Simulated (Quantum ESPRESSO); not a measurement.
## Pt4V2TaSn (one run as intended and one with a planted mistake)

A calculation, not a measurement. The program is pw.x of Quantum ESPRESSO 7.5 (plane-wave density functional theory). The cell is made up: eight metal atoms on a face-centred cubic lattice, with elements, volume, strain and displacements drawn at random and not relaxed, so it may be unstable or far from any real phase. PseudoDojo standard norm-conserving files set the functional (PBE unless stated); there is no spin polarisation or spin-orbit coupling, the Fermi-Dirac width of 0.25 eV means electrons at about 2900 K, and the masses in the input are unused placeholders. The tin pseudopotential is less sure than most, with forces differing by about three percent from a second method on plain tin. Heavy elements are run without spin-orbit coupling, which real alloys of them have. A spin test at this wide smearing found no moment, but such smearing suppresses magnetism that the real alloy may have.

Intended input:

```
&control calculation='scf', pseudo_dir='./dojo.nc.sr.pbe.v0_5.standard.upf', outdir='./o', disk_io='medium', tprnfor=.true., tstress=.true. /
&system ibrav=0, nat=8, ntyp=4, nbnd=80, ecutwfc=84.00895049, nosym=.true., tot_charge=0,
 occupations='smearing', smearing='fd', degauss=0.0183746611
/
&electrons conv_thr=1.470e-08, electron_maxstep=70, mixing_beta=0.5 /
ATOMIC_SPECIES
Pt 1.0 Pt.upf
Sn 1.0 Sn.upf
Ta 1.0 Ta.upf
V 1.0 V.upf
CELL_PARAMETERS angstrom
0.0055 -1.9569 -1.9012
0.0146 4.0184 -3.907
7.9577 0.0036 -0.0257
ATOMIC_POSITIONS angstrom
Pt -0.0569 0.0093 0.0339
V 3.8896 -0.0064 0.0217
Ta -0.0529 2.0292 -1.9873
Pt 3.9113 2.0113 -1.9113
V 2.0426 -0.0489 -1.9428
Pt 6.0014 0.1461 -2.0234
Pt 2.0138 2.1259 -3.9054
Sn 5.9913 1.9598 -3.814
K_POINTS automatic
8 4 3 1 1 1
```

The log is shortened where brackets say so; the opening notice, blank lines, dates and the lines on written files are dropped, and the path of the files is cut. It prints rydbergs, bohrs and kilobars, and counts compression as positive stress. Its total energy is the free energy E - TS of the whole cell.

Log of the intended run:

```
     Program PWSCF v.7.5
     Parallel version (MPI & OpenMP), running on       1 processor cores
     Number of MPI processes:                 1
     Threads/MPI process:                     1
     [start-up lines left out]
     bravais-lattice index     =            0
     lattice parameter (alat)  =       5.1559  a.u.
     unit-cell volume          =     820.8352 (a.u.)^3
     number of atoms/cell      =            8
     number of atomic types    =            4
     number of electrons       =       125.00
     number of Kohn-Sham states=           80
     kinetic-energy cutoff     =      84.0090  Ry
     charge density cutoff     =     336.0358  Ry
     scf convergence threshold =      1.5E-08
     mixing beta               =       0.5000
     number of iterations used =            8  plain     mixing
     Exchange-correlation= PBE
                           (   1   4   3   4   0   0   0)
     [axes and pseudopotential details left out]
   Cartesian axes
     site n.     atom                  positions (alat units)
         1        Pt     tau(   1) = (  -0.0208549   0.0034086   0.0124250  )
         2        V      tau(   2) = (   1.4256086  -0.0023457   0.0079534  )
         3        Ta     tau(   3) = (  -0.0193888   0.7437384  -0.7283813  )
         4        Pt     tau(   4) = (   1.4335621   0.7371778  -0.7005260  )
         5        V      tau(   5) = (   0.7486498  -0.0179227  -0.7120713  )
         6        Pt     tau(   6) = (   2.1996215   0.0535483  -0.7416126  )
         7        Pt     tau(   7) = (   0.7380941   0.7791807  -1.4313996  )
         8        Sn     tau(   8) = (   2.1959197   0.7183021  -1.3978999  )
     number of k points=    48  Fermi-Dirac smearing, width (Ry)=  0.0184
                       cart. coord. in units 2pi/alat
        k(    1) = (   0.0568587  -0.0011902  -0.0883031), wk =   0.0416667
        k(    2) = (  -0.1717172  -0.0010965  -0.0890608), wk =   0.0416667
     [further k points left out]
     Dense  grid:    85281 G-vectors     FFT dimensions: (  32,  64,  90)
     Estimated max dynamical RAM per process >     171.48 MB
     Initial potential from superposition of free atoms
     starting charge     124.9949, renormalised to     125.0000
     Starting wfcs are   79 randomized atomic wfcs +    1 random wfcs
     total cpu time spent up to now is       33.5 secs
     per-process dynamical memory:    96.0 Mb
     Self-consistent Calculation
     iteration #  1     ecut=    84.01 Ry     beta= 0.50
     Davidson diagonalization with overlap
     ethr =  1.00E-02,  avg # of iterations =  3.0
     total cpu time spent up to now is      150.7 secs
     total energy              =   -1621.86498501 Ry
     estimated scf accuracy    <       9.44152828 Ry
     iteration #  2     ecut=    84.01 Ry     beta= 0.50
     Davidson diagonalization with overlap
     ethr =  7.55E-03,  avg # of iterations =  3.6
     total cpu time spent up to now is      281.9 secs
     total energy              =   -1625.80418062 Ry
     estimated scf accuracy    <      54.85751910 Ry
     [iterations 3 to 18 left out]
     iteration # 19     ecut=    84.01 Ry     beta= 0.50
     Davidson diagonalization with overlap
     ethr =  1.51E-09,  avg # of iterations =  1.2
     total cpu time spent up to now is     1793.2 secs
     total energy              =   -1627.88452332 Ry
     estimated scf accuracy    <       0.00000042 Ry
     iteration # 20     ecut=    84.01 Ry     beta= 0.50
     Davidson diagonalization with overlap
     ethr =  3.33E-10,  avg # of iterations =  1.0
     total cpu time spent up to now is     1875.0 secs
     End of self-consistent calculation
     [lines on levels left out]
!    total energy              =   -1627.88452335 Ry
     estimated scf accuracy    <          8.0E-09 Ry
     smearing contrib. (-TS)   =      -0.11594751 Ry
     internal energy E=F+TS    =   -1627.76857584 Ry
     The total energy is F=E-TS. E is the sum of the following terms:
     one-electron contribution =    -374.63618054 Ry
     hartree contribution      =     268.64825679 Ry
     xc contribution           =    -310.33927225 Ry
     ewald contribution        =   -1211.44137983 Ry
     convergence has been achieved in  20 iterations
     Forces acting on atoms (cartesian axes, Ry/au):
     atom    1 type  1   force =     0.05148136    0.03223680   -0.03436059
     atom    2 type  4   force =     0.00513642    0.01657842   -0.02093557
     atom    3 type  3   force =     0.16603989   -0.03776062    0.05447856
     atom    4 type  1   force =    -0.05287598   -0.02292260    0.01541179
     atom    5 type  4   force =    -0.00287668    0.00694456    0.01068687
     atom    6 type  1   force =    -0.05131447   -0.08220861    0.07975204
     atom    7 type  1   force =    -0.00130316   -0.01303717    0.00444956
     atom    8 type  2   force =    -0.11428737    0.10016922   -0.10948265
     Total force =     0.303854     Total SCF correction =     0.000558
     Computing stress (Cartesian axis) and pressure
          total   stress  (Ry/bohr**3)                   (kbar)     P=      185.63
   0.00111195  -0.00009212   0.00015445          163.57      -13.55       22.72
  -0.00009212   0.00123816   0.00029709          -13.55      182.14       43.70
   0.00015445   0.00029709   0.00143552           22.72       43.70      211.17
     init_run     :     31.51s CPU     33.27s WALL (       1 calls)
     electrons    :   1758.41s CPU   1841.51s WALL (       1 calls)
     forces       :     11.57s CPU     11.67s WALL (       1 calls)
     stress       :     41.40s CPU     42.49s WALL (       1 calls)
     [timing details left out]
     PWSCF        :  30m43.31s CPU  32m10.35s WALL
     JOB DONE.
```

A second run has one planted mistake: two atoms have their elements exchanged. The input lines that differ:

```
- V 3.8896 -0.0064 0.0217
- Ta -0.0529 2.0292 -1.9873
+ Ta 3.8896 -0.0064 0.0217
+ V -0.0529 2.0292 -1.9873
```

Its log:

```
     Program PWSCF v.7.5
     Parallel version (MPI & OpenMP), running on       1 processor cores
     Number of MPI processes:                 1
     Threads/MPI process:                     1
     [start-up lines left out]
     bravais-lattice index     =            0
     lattice parameter (alat)  =       5.1559  a.u.
     unit-cell volume          =     820.8352 (a.u.)^3
     number of atoms/cell      =            8
     number of atomic types    =            4
     number of electrons       =       125.00
     number of Kohn-Sham states=           80
     kinetic-energy cutoff     =      84.0090  Ry
     charge density cutoff     =     336.0358  Ry
     scf convergence threshold =      1.5E-08
     mixing beta               =       0.5000
     number of iterations used =            8  plain     mixing
     Exchange-correlation= PBE
                           (   1   4   3   4   0   0   0)
     [axes and pseudopotential details left out]
   Cartesian axes
     site n.     atom                  positions (alat units)
         1        Pt     tau(   1) = (  -0.0208549   0.0034086   0.0124250  )
         2        Ta     tau(   2) = (   1.4256086  -0.0023457   0.0079534  )
         3        V      tau(   3) = (  -0.0193888   0.7437384  -0.7283813  )
         4        Pt     tau(   4) = (   1.4335621   0.7371778  -0.7005260  )
         5        V      tau(   5) = (   0.7486498  -0.0179227  -0.7120713  )
         6        Pt     tau(   6) = (   2.1996215   0.0535483  -0.7416126  )
         7        Pt     tau(   7) = (   0.7380941   0.7791807  -1.4313996  )
         8        Sn     tau(   8) = (   2.1959197   0.7183021  -1.3978999  )
     number of k points=    48  Fermi-Dirac smearing, width (Ry)=  0.0184
                       cart. coord. in units 2pi/alat
        k(    1) = (   0.0568587  -0.0011902  -0.0883031), wk =   0.0416667
        k(    2) = (  -0.1717172  -0.0010965  -0.0890608), wk =   0.0416667
     [further k points left out]
     Dense  grid:    85281 G-vectors     FFT dimensions: (  32,  64,  90)
     Estimated max dynamical RAM per process >     171.48 MB
     Initial potential from superposition of free atoms
     starting charge     124.9949, renormalised to     125.0000
     Starting wfcs are   79 randomized atomic wfcs +    1 random wfcs
     total cpu time spent up to now is       34.3 secs
     per-process dynamical memory:    96.1 Mb
     Self-consistent Calculation
     iteration #  1     ecut=    84.01 Ry     beta= 0.50
     Davidson diagonalization with overlap
     ethr =  1.00E-02,  avg # of iterations =  3.0
     total cpu time spent up to now is      148.5 secs
     total energy              =   -1621.72335703 Ry
     estimated scf accuracy    <       9.68915526 Ry
     iteration #  2     ecut=    84.01 Ry     beta= 0.50
     Davidson diagonalization with overlap
     ethr =  7.75E-03,  avg # of iterations =  3.7
     total cpu time spent up to now is      259.8 secs
     total energy              =   -1625.85259761 Ry
     estimated scf accuracy    <      53.04822551 Ry
     [iterations 3 to 18 left out]
     iteration # 19     ecut=    84.01 Ry     beta= 0.50
     Davidson diagonalization with overlap
     ethr =  8.24E-11,  avg # of iterations =  2.0
     total cpu time spent up to now is     1799.9 secs
     total energy              =   -1627.90638082 Ry
     estimated scf accuracy    <       0.00000004 Ry
     iteration # 20     ecut=    84.01 Ry     beta= 0.50
     Davidson diagonalization with overlap
     ethr =  3.10E-11,  avg # of iterations =  1.2
     total cpu time spent up to now is     1897.1 secs
     End of self-consistent calculation
     [lines on levels left out]
!    total energy              =   -1627.90638082 Ry
     estimated scf accuracy    <          7.6E-09 Ry
     smearing contrib. (-TS)   =      -0.11677153 Ry
     internal energy E=F+TS    =   -1627.78960929 Ry
     The total energy is F=E-TS. E is the sum of the following terms:
     one-electron contribution =    -374.77701544 Ry
     hartree contribution      =     268.75922295 Ry
     xc contribution           =    -310.33043696 Ry
     ewald contribution        =   -1211.44137983 Ry
     convergence has been achieved in  20 iterations
     Forces acting on atoms (cartesian axes, Ry/au):
     atom    1 type  1   force =     0.04953827    0.02587507   -0.02925562
     atom    2 type  3   force =     0.03051013    0.02783642   -0.03547348
     atom    3 type  4   force =     0.09235628   -0.02246508    0.03398879
     atom    4 type  1   force =    -0.05100000   -0.02375518    0.01638985
     atom    5 type  4   force =    -0.04964665    0.02592398   -0.00890922
     atom    6 type  1   force =    -0.00632177   -0.05733865    0.05495457
     atom    7 type  1   force =    -0.05301410   -0.03320805    0.02615466
     atom    8 type  2   force =    -0.01242216    0.05713148   -0.05784956
     Total force =     0.203699     Total SCF correction =     0.000495
     Computing stress (Cartesian axis) and pressure
          total   stress  (Ry/bohr**3)                   (kbar)     P=      175.23
   0.00096475  -0.00008139   0.00012281          141.92      -11.97       18.07
  -0.00008139   0.00121467   0.00028490          -11.97      178.68       41.91
   0.00012281   0.00028490   0.00139422           18.07       41.91      205.10
     init_run     :     30.60s CPU     34.07s WALL (       1 calls)
     electrons    :   1779.88s CPU   1862.86s WALL (       1 calls)
     forces       :     14.39s CPU     14.53s WALL (       1 calls)
     stress       :     61.97s CPU     63.58s WALL (       1 calls)
     [timing details left out]
     PWSCF        :  31m27.43s CPU  32m56.14s WALL
     JOB DONE.
```

```
                                            intended run  run with the mistake
                          free energy (eV)    -22148.497            -22148.795
         entropy term -TS, part of it (eV)        -1.578                -1.589
                            pressure (GPa)         18.56                 17.52
size of the largest force component (eV/Å)         4.269                 2.375
largest change of a force component (eV/Å)                               2.619
                                iterations            20                    20
```

For scale, a rerun of the intended cell at a higher cutoff and on a denser mesh moved values by no more than 0.017 eV in energy, 0.14 GPa in stress and 0.010 eV/Å in force, and a second program with other atomic files agreed on that cell to 2 % rms in force and 0.5 GPa in pressure.